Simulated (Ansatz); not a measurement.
This is a one-shot G0W0 calculation with Ansatz on SnSe₂ (P-3m1) from a database structure; the level of theory is G0W0@PBE with 584 empty bands, a screening cutoff of 220 eV and a 6×6×4 mesh. The cell was relaxed beforehand with r2SCAN+rVV10.

```yaml
crystal:
  lattice:
    - [3.8251525338, 0.0, 0.0]
    - [-1.9125762669, 3.3126792677, 0.0]
    - [0.0, 0.0, 6.226910616]
  atoms:
    - { symbol: Sn, position: [0.0, 0.0, 0.0] }
    - { symbol: Se, position: [0.6666666667, 0.3333333333, 0.7469206687] }
    - { symbol: Se, position: [0.3333333333, 0.6666666667, 0.2530793313] }
kpoints:
  mp_grid: { grid: [6, 6, 4] }
hamiltonian:
  xc: pbe
scf:
  occupations: { method: fixed }
gw:
  n_empty_bands: 584
  ecut_chi: 220
  qp_bands: [v2, c2]
  qp_kpoints: band_edges
  screening: { model: contour_deformation }
```

The output follows, shortened, with numbered blanks.
```
Pseudopotential: Sn, paw, valence charge 14, recommended cutoff 420 eV (normal)
Pseudopotential: Se, paw, valence charge 16, recommended cutoff 420 eV (normal)
Functional definition: PBE
Crystal: 3 atoms, lattice volume = 78.904 Å³
Basis set: ecut = 420 eV, 1545 PW (Γ)
Bands: 28, of which v1, the nominal top of the filled ones, is band 23 counted from 1 (22 counted from 0)
Symmetry: 12 space group operations
Space group: P-3m1 (ITA 164)
[1]
Free energy (F): -16963.337529 eV
Fermi energy:    7.749627 eV
--- G₀W₀: contour deformation, 8 samples at zero and on the imaginary axis and 2 off it, 144 q-points, 584 empty bands' worth ---
    ik  band        ε_KS         Σx   Σc(E_QP)       V_xc       Z   E_QP_lin       E_QP  E_QP is
     0    22      7.5031   -17.4930     1.4342   -15.4323  0.7237  [2]
     0    23      7.6770   -17.6952     1.5480   -15.4625  0.7305     6.9755     6.9924  root
     0    24      8.8084   -11.7529    -3.3478   -15.0054  0.7717     8.7132     8.7131  root
     0    25     10.8715    -8.1425    -4.1505   -12.2679  0.7765    10.8464    10.8464  root
     1    22      7.5910   -17.5284     1.3737   -15.5242  0.7268  [3]
     1    23      7.5910   -17.5284     1.3737   -15.5242  0.7268     6.9451     6.9604  root
     1    24      9.6885   -12.2669    -3.4782   -15.6527  0.7574     9.5962     9.5960  root
     1    25     10.8561    -8.3669    -4.1684   -12.5151  0.7754    10.8358    10.8358  root
     2    22      7.6614   -17.5737     1.3332   -15.6089  0.7285     7.0152     7.0298  root
     2    23      7.6614   -17.5737     1.3332   -15.6089  0.7285     7.0152     7.0298  root
     2    24     10.2447   -12.1460    -3.8609   -15.9622  0.7430  [4]
     2    25     10.7831    -8.4336    -4.1674   -12.5821  0.7776    10.7643    10.7642  root
     3    22      7.7012   -17.5823     1.5311   -15.3701  0.7297  [5]
     3    23      7.7496   -17.6114     1.3477   -15.6170  0.7300  [6]
     3    24     10.0144   -12.2695    -3.6986   -15.9072  0.7374  [7]
     3    25     11.5187    -8.3153    -4.2991   -12.5937  0.7724    11.4980    11.4980  root
     4    22      6.9626   -17.2879     1.8035   -14.8142  0.7125     6.2720     6.2923  root
     4    23      7.5765   -17.4918     1.4541   -15.3921  0.7259     6.9151     6.9309  root
     4    24      9.8039   -11.6576    -3.6255   -15.2177  0.7459     9.7388     9.7386  root
     4    25     11.9659    -8.7981    -4.4453   -13.2443  0.7675    11.9668    11.9668  root
     5    22      6.6504   -16.8980     1.7888   -14.4796  0.7046     6.0000     6.0208  root
     5    23      7.5723   -17.4119     1.4236   -15.3469  0.7258     6.9150     6.9308  root
     5    24      9.9551   -11.4123    -3.7594   -15.1201  0.7422     9.9036     9.9035  root
     5    25     11.9617    -9.1921    -4.4620   -13.6574  0.7695    11.9651    11.9651  root
     6    22      7.3590   -17.2305     1.6256   -14.9331  0.7233     6.6674     6.6873  root
     6    23      7.7489   -17.5513     1.3230   -15.5844  0.7301  [8]
     6    24     10.2129   -11.9403    -3.8710   -15.7661  0.7344    10.1679    10.1677  root
     6    25     11.5658    -8.8907    -4.3046   -13.1780  0.7727    11.5485    11.5485  root
     7    22      7.1981   -16.9016     1.6410   -14.6026  0.7187  [9]
     7    23      7.6309   -17.5634     1.4098   -15.5008  0.7275     6.9619     6.9782  root
     7    24      9.2930   -11.0917    -3.5250   -14.5217  0.7508     9.1981     9.1980  root
     7    25     11.7304    -8.3794    -4.3148   -12.6770  0.7728    11.7132    11.7132  root
     8    22      6.8109   -17.0250     1.8803   -14.4847  0.7084     6.1265     6.1509  root
     8    23      7.4198   -17.4118     1.5370   -15.2240  0.7220     6.7504     6.7690  root
     8    24      8.8004   -10.8677    -3.3305   -14.0949  0.7577     8.6972     8.6970  root
     8    25     12.1202    -8.1905    -4.3916   -12.5615  0.7683    12.0996    12.0996  root
  […]
```

The points are ik 0 = (0, 0, 0) (Γ), ik 1 = (0, 0, 1/4), ik 2 = (0, 0, -1/2), ik 3 = (0, 1/6, 0), ik 4 = (0, 1/6, 1/4), ik 5 = (0, 1/6, -1/2), ik 6 = (0, 1/6, -1/4), ik 7 = (0, 1/3, 0), ik 8 = (0, 1/3, 1/4), ik 9 = (0, 1/3, -1/2), ik 10 = (0, 1/3, -1/4), ik 11 = (0, -1/2, 0); band 23 is the last filled one.

**Question.** Fill in the blanks. They hold quasiparticle rows, the count of irreducible k points.

**Answer.**
```
[1]
k-points: 24 of 144
[2]
     0    22      7.5031   -17.4930     1.4342   -15.4323  0.7237     6.8603     6.8766  root
[3]
     1    22      7.5910   -17.5284     1.3737   -15.5242  0.7268     6.9451     6.9604  root
[4]
     2    24     10.2447   -12.1460    -3.8609   -15.9622  0.7430    10.2001    10.2000  root
[5]
     3    22      7.7012   -17.5823     1.5311   -15.3701  0.7297     7.0035     7.0201  root
[6]
     3    23      7.7496   -17.6114     1.3477   -15.6170  0.7300     7.0889     7.1029  root
[7]
     3    24     10.0144   -12.2695    -3.6986   -15.9072  0.7374     9.9536     9.9535  root
[8]
     6    23      7.7489   -17.5513     1.3230   -15.5844  0.7301     7.0911     7.1051  root
[9]
     7    22      7.1981   -16.9016     1.6410   -14.6026  0.7187     6.5186     6.5401  root
```
Only the leading digits can be foreseen; the rest is this run's record.

Over the mesh points the PBE gap of 0.79 eV becomes a quasiparticle gap of 1.29 eV (k = (0, 1/6, -1/4) to k = (0, -1/2, -1/2)), a change of +0.50 eV. Renormalisation factors Z lie between 0.67 and 0.78. G0W0 values are finite-basis, finite-mesh values.

**Question.** It ran on 1 × NVIDIA H100 80GB HBM3 with 4 threads of AMD EPYC 7R13 Processor (Zen 3), on a shared host, load about 2.5 per core. About how long did it take, and what peak of host memory did it reach?

**Answer.** About 61 s, with a peak of 3.4 GiB.

The values are computed, spin-unpolarised, and not measurements.

No spin-orbit coupling is included; it can move band edges with weight on the heavy atoms by tenths of an eV.

For so narrow a gap this mesh doesn't settle the screening, and the bands and cutoff are finite.
